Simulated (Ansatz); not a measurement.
In AlCo (CsCl type) the Co atom of the primitive cell, with all its periodic images, is moved by 0.06 Å along [111].

```
CELL_PARAMETERS angstrom
2.85000 0.00000 0.00000
0.00000 2.85000 0.00000
0.00000 0.00000 2.85000
ATOMIC_POSITIONS crystal
Co 0.01215 0.01215 0.01215
Al 0.50000 0.50000 0.50000
```

These are results of HSE06, plane waves, all-electron PAW datasets generated for the crystal, point nucleus in Ansatz 0.2.0 development build, not measurements.

Cutoff 310 eV; exchange singularity: Wigner-Seitz; k-mesh 4×4×4 Γ-centred; Fermi–Dirac smearing of 0.1 eV; no spin polarisation.

Q: What force results?

A: The force on it along the displacement is -0.4254 eV/Å, a force constant of 7.09 eV/Å². The cell stands under a pressure of -6.2 GPa, which shifts the constant from its value at the relaxed volume.

```csv
atom,Fx (eV/Å),Fy (eV/Å),Fz (eV/Å)
Co1,-0.2456,-0.2456,-0.2456
Al2,0.2456,0.2456,0.2456
```

The k-mesh is coarse, so these values belong to this mesh and can lie far from the converged ones.
